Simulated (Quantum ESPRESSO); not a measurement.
**Kohn-Sham bands of SiRu (CsCl type)**

```
CELL_PARAMETERS angstrom
      2.91612     0.00000     0.00000
      0.00000     2.91612     0.00000
      0.00000     0.00000     2.91612
ATOMIC_POSITIONS crystal
  Si 0.50000 0.50000 0.50000
  Ru 0.00000 0.00000 0.00000
```

Materials Project entry mp-381; symmetrised, unrelaxed at this level. Not found in the COD (Crystallography Open Database) copy used; not checked further. Level: PBEsol, spinors with spin-orbit coupling; pw.x of Quantum ESPRESSO at 68 Ry with PseudoDojo potentials, 8×8×8 k-points, Wannier90. Density: 10×10×10 mesh, cold smearing 0.01 Ry.

**Question.** List the Kohn-Sham levels between −8 and 3.0 eV relative to the Fermi level at the high-symmetry points, as a band run of pw.x on that density gives them (levels within 2 meV counted together).

**Answer.** 
```csv
point,k (reciprocal lattice),levels (eV)
Γ,0.000 0.000 0.000,"-5.11 (×4), -0.89 (×4), -0.67 (×2), 2.55 (×2), 2.81 (×4)"
X,0.000 0.500 0.000,"-4.13 (×2), -3.33 (×2), -3.21 (×2), -0.47 (×2), 1.25 (×2)"
M,0.500 0.500 0.000,"-4.52 (×2), -4.29 (×2), -4.10 (×2), -2.47 (×2), -2.36 (×2), 0.75 (×2)"
R,0.500 0.500 0.500,"-7.08 (×4), -7.02 (×2), -3.11 (×2), 0.86 (×4), 2.46 (×2)"
```
